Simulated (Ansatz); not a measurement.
SnIr (NiAs type, space group No. 194), the program Ansatz at the PBEsol level (PAW), all energies at zero smearing, with the estimated change up to a 700 eV cutoff added, with one set of potentials and settings (totals compare only within such a set). Cell of 4 atoms (2 Ir, 2 Sn): -35498.461 eV.

```
element                reference phase  E (eV/atom)
-------  -----------------------------  -----------
Ir          Fm-3m, 1 atoms in the cell  -11799.0386
Sn       I4_1/amd, 2 atoms in the cell   -5949.7830
```

Formation energy per atom, worked out: (-35498.461 − 2×(-11799.0386) − 2×(-5949.7830))/4 = -0.204 eV/atom (-20 kJ per mol of atoms), at 0 K, without zero-point energy or fitted corrections.

Space group P6_3/mmc (NiAs type). The workflow started from an entry of the Crystallography Open Database (COD). Its standing as an ambient phase is unchecked. Symmetry was held in the PBEsol relaxation; whether a distortion lowers the energy is not shown. No spin polarisation was allowed. The references are the lowest solids computed at this level, not always the standard phases. Scalar-relativistic: spin–orbit coupling is off unless named, which matters more the heavier the elements.

Potentials: the later of the program's two PAW sets.
